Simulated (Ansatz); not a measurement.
## Notes on Y2Al6Si4Au

```yaml
crystal:
  lattice:
    - [4.15673, 0.00000, 0.00000]
    - [-2.07836, 3.59983, 0.00000]
    - [-2.07836, 1.19994, 16.62916]
  atoms:
    - { symbol: Au, position: [0.00000, 0.00000, 0.00000] }
    - { symbol: Y, position: [0.43427, 0.56573, 0.30291] }
    - { symbol: Y, position: [0.56573, 0.43427, 0.69709] }
    - { symbol: Si, position: [0.13500, 0.86500, 0.40500] }
    - { symbol: Si, position: [0.86500, 0.13500, 0.59500] }
    - { symbol: Si, position: [0.73423, 0.26577, 0.20259] }
    - { symbol: Si, position: [0.26577, 0.73423, 0.79741] }
    - { symbol: Al, position: [0.68283, 0.31717, 0.04839] }
    - { symbol: Al, position: [0.31717, 0.68283, 0.95161] }
    - { symbol: Al, position: [0.05170, 0.94830, 0.15510] }
    - { symbol: Al, position: [0.94830, 0.05170, 0.84490] }
    - { symbol: Al, position: [0.81459, 0.18541, 0.44367] }
    - { symbol: Al, position: [0.18541, 0.81459, 0.55633] }
```

Method: r2SCAN, no spin polarisation; PAW, plane waves to 500 eV, 7×7×7 Γ-centred mesh, fermi-dirac occupations (width 0.1 eV) (Ansatz 0.2.0), atoms fixed.

(1) Is there a gap?

(2) Is the cell too large or too small?

(3) Where is the largest force?

Origin: a known structure type with other elements, at an estimated volume, so it need not be a known compound.

It took 53 s on 1 thread of Intel(R) Xeon(R) 6975P-C (Granite Rapids), with other jobs on the host, peak memory 1.3 GiB, starting from a saved density. The time holds forces, stress, DOS, ELF.

Results:

(1) It is a metal, with about 3.5 states/eV a cell as the mean within 0.25 eV of the Fermi level, mostly Y d (38 %), Al p (25 %) and Si p (16 %).

(2) The pressure is 2.4 GPa (compression positive), so with the atoms held at these fractions the cell would first expand.

(3) The largest is on Si6 (and as large on other atoms): 0.14 eV/Å, components (0.00, 0.00, -0.14). It makes 72° with the line to a nearest neighbour, Al10 at 2.53 Å.
